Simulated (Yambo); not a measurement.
Yambo run on a free-standing CaO$_{2}$H$_{2}$ monolayer (symmetry P-3m1, slab cell 17.5 Å high). The wavefunctions are LDA (pw.x of Quantum ESPRESSO, ONCV potentials, no spin-orbit coupling) ones on a 6×6×1 mesh (12 occupied bands); a = b = 3.5147 Å, c = 17.5000 Å, α = β = 90.00°, γ = 120.00°.

Yambo input:

```
rim_cut
gw0
dyson
el_el_corr
HF_and_locXC
ppa
em1d
rim_w
RandQpts= 1000000
RandGvec= 2 Ry
CUTGeo= "slab z"
EXXRLvcs= 84 Ry
VXCRLvcs= 336 Ry
Chimod= "HARTREE"
% BndsRnXp
 1 | 79 |
%
NGsBlkXp= 6 Ry
% LongDrXp
 1.0 | 1.0 | 0.0 |
%
RandGvecW= 1000 mRy
PPAPntXp= 27.2114 eV
% GbndRnge
 1 | 79 |
%
GTermKind= "none"
DysSolver= "n"
ExtendOut
% QPkrange
 1 | 1 | 12 | 13 |
%
```

k points by index: 1 = Γ.

The o-*.qp file then holds:

```
#    K-point    Band    Eo [eV]    E [eV]    E-Eo [eV]    Vxc [eV]    Vnlxc [eV]    Sc|Eo [eV]    Sc|E [eV]    dSc/dw|Eo [eV]    Re(Z)    Im(Z)
#
    1    12    0.000000    -1.642286    -1.642286    -19.31904    -25.33310    3.996711    4.371778    -6.213950    0.814092    -0.001389
    1    13    3.683694    5.129170    1.445476    -5.233245    -2.290675    -1.374813    -1.497094    -2.301849    0.922006    -0.712286E-3
```
(The two width columns are left out.) Convergence of these settings isn't established.

Geometry relaxed with LDA.

This is a model layer cut from the bulk structure; whether it is stable on its own was not checked.
